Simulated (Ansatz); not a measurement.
# Ansatz 0.2.0, settings compared: SnP₃

Launch command:

```bash
ansatz run input.yaml --threads 1 --pin off --max-ram 2560MiB --backend cpu --events-out ev --progress --plain --runs-dir out
```

The input file (Ansatz 0.2.0, plane waves):

```yaml
crystal:
  lattice:
    - [3.73825, 2.15828, 3.550712]
    - [-3.73825, 2.15828, 3.550712]
    - [0.0, -4.316561, 3.550712]
  atoms:
    - { symbol: P, position: [0.7967, 0.255, 0.7967] }
    - { symbol: P, position: [0.7967, 0.7967, 0.255] }
    - { symbol: P, position: [0.255, 0.7967, 0.7967] }
    - { symbol: P, position: [0.2033, 0.745, 0.2033] }
    - { symbol: P, position: [0.745, 0.2033, 0.2033] }
    - { symbol: P, position: [0.2033, 0.2033, 0.745] }
    - { symbol: Sn, position: [0.2576, 0.2576, 0.2576] }
    - { symbol: Sn, position: [0.7424, 0.7424, 0.7424] }
  symmetry: { tolerance: 0.0003 }
kpoints:
  mp_grid: { grid: [3, 3, 3], shift: [0, 0, 0] }
magnetization:
  spin_polarized: false
scf:
  occupations: { method: fermi_dirac, width: 0.0151 }
hamiltonian:
  pseudopotentials: { kind: paw }
  xc: r2scan
basis:
  ecutwfc: 500
output:
  forces: true
  stress: true
  eigenvalues: true
  write_density: true
  write_potential: true
  elf: true
  volumetric_format: npy
```

Origin of the cell: a database entry, scaled a little.

Output of this run (shortened):

```
SCF iter   1: F=—  HF=-16632.294647 eV  Δρ=5.50e-3  dr2=5.39e-2  dr2_τ=3.45e-2
SCF iter   2: F=—  HF=-16632.350711 eV  Δρ=2.74e-3  dr2=8.97e-3  dr2_τ=2.68e-4  defer=13
SCF iter   3: F=—  HF=-16632.351257 eV  Δρ=8.69e-4  dr2=9.20e-4  dr2_τ=3.39e-5  defer=13
SCF iter   4: F=—  HF=-16632.351397 eV  Δρ=1.12e-4  dr2=2.82e-5  dr2_τ=2.26e-6  defer=13
SCF iter   5: F=—  HF=-16632.351381 eV  Δρ=2.88e-5  dr2=2.11e-6  dr2_τ=2.93e-8  defer=13
SCF iter   6: F=-16632.351382 eV  HF=-16632.351382 eV  Δρ=5.79e-6  dr2=7.04e-8  dr2_τ=7.40e-9
SCF 1 converged in 6 iterations: F = -16632.351382 eV  dr2 = 7.04e-8
SCF converged after 6 iterations
Free energy (F): -16632.351382 eV
Harris-Foulkes:  -16632.351382 eV  (|F-HF|=8.77e-10)
Internal energy: -16632.343672 eV  (E = F + TS)
E sigma→0 (E₀):  -16632.347527 eV
Entropy (-TS):   -0.007710 eV (-0.964 meV/atom)
Fermi energy:    8.403367 eV
--- Per-component energies (eV) ---
  E_band       = -206.385054
  E_kinetic    = 787.261649
  E_local      = -2574.713747  (includes V_loc(G=0)·N_el)
  E_nonlocal   = 133.490460
  E_hartree    = 1393.687579
  E_xc         = -1097.169582
  E_vxc        = -596.053979  (∫ρ·V_xc dr)
  E_paw        = -11772.975862  (= ΣΔE_a)
  E_vpaw       = -774.574177  (= ΣTr[D̂ρ^β])
  E_aug_tail   = 0.000002  (compensation charges beyond the density's cutoff)
  E_vtau       = 30.835632  (kinetic-family band-sum trace: ∫τ·v_τ [+ j·A + Jᵃ·Aᵃ] dr)
  E_ewald      = -3502.849757
  E_core_change = 0.925587  (= ΣΔE_core)
  E_smearing   = -0.007710  (= −TS)
  Σ components = -16632.351382   (vs F -16632.351382, Δ=0.00e0)
--- Forces (eV/Å), atoms counted from 1 ---
  atom   1  P      0.286000    -0.165122     0.476698
[… 2 lines left out …]
  atom   4  P     -0.286000     0.165122    -0.476698
  atom   5  P      0.286000     0.165122    -0.476698
  atom   6  P     -0.000000    -0.330245    -0.476698
  atom   7  Sn     0.000000     0.000000    -0.097272
  atom   8  Sn    -0.000000    -0.000000     0.097272
  max |Σ_I F_I| component: 1.67e-16 eV/Å
--- Stress (GPa, compression-positive) ---
       -2.104749       0.000000       0.000000
        0.000000      -2.104749      -0.000000
        0.000000      -0.000000      -1.723199
  P = ⅓ Tr σ = -1.9776 GPa (-19.776 kbar)
```

The same input was run again with these changes:

1. `kpoints.mp_grid.shift` [0, 0, 0] → [0.5, 0.5, 0.5]
2. `scf.mixing.preconditioner` default → ldos
3. `kpoints.mp_grid.grid` [3, 3, 3] → [1, 1, 1]

```json
{"run": "base", "end": "converged", "SCF iterations": "6", "P (GPa)": "-1.98", "max force component (eV/Å)": "0.477", "moment (μB)": "–", "ΔE(σ→0) (meV/atom)": "0"}
{"run": "1", "end": "converged", "SCF iterations": "7", "P (GPa)": "-1.85", "max force component (eV/Å)": "0.170", "moment (μB)": "–", "ΔE(σ→0) (meV/atom)": "-15.78"}
{"run": "2", "end": "converged", "SCF iterations": "9", "P (GPa)": "-1.98", "max force component (eV/Å)": "0.477", "moment (μB)": "–", "ΔE(σ→0) (meV/atom)": "0.00"}
{"run": "3", "end": "converged", "SCF iterations": "12", "P (GPa)": "2.07", "max force component (eV/Å)": "3.337", "moment (μB)": "–", "ΔE(σ→0) (meV/atom)": "-665.27"}
```

Energies are compared only where functional, datasets, charge and starting cell are the same.

Not properties of the system: run 3 (too coarse or loose: `kpoints.mp_grid.grid` = [1, 1, 1]).

Caveats of the base run: the k mesh is coarse if the cell is a metal.

Time of the base run: 4.7 s of wall time on 1 CPU thread(s) of a shared host, from the program's own first density.
